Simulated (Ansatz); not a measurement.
BeSe in space group C2/c (No. 15; Be on 4d, Se on 4e) at seven volumes, HSE06 in the plane-wave PAW code Ansatz, shape and atoms relaxed at each. One row is withheld.

```csv
V (Å³/atom),P (GPa)
13.629,8.11
14.079,?
14.528,2.18
14.977,0.00
15.426,-1.73
15.876,-3.03
16.325,-3.93
```

Q: Fit the shown pressures and predict the withheld one.

A: Third-order Birch–Murnaghan: P = (3/2)B₀(x^(7/2) − x^(5/2))[1 + (3/4)(B′ − 4)(x − 1)] with x = (V₀/V)^(2/3). Least squares on the six rows gives V₀ = 14.976 Å³/atom, B₀ = 62.57 GPa, B′ = 6.91. At V = 14.079, x = 1.0420 and P = 4.77 GPa. The run itself gave 4.85 GPa.

The cell is a constructed one: a structure type filled with these elements; neither database checked (COD, Materials Project) lists it. COD files the formula under space group No. 216. Its standing as an ambient phase is unchecked. The HSE06 relaxation kept the symmetry of its start; its stability against distortions is not shown here.

Potentials: the later of the program's two PAW sets.
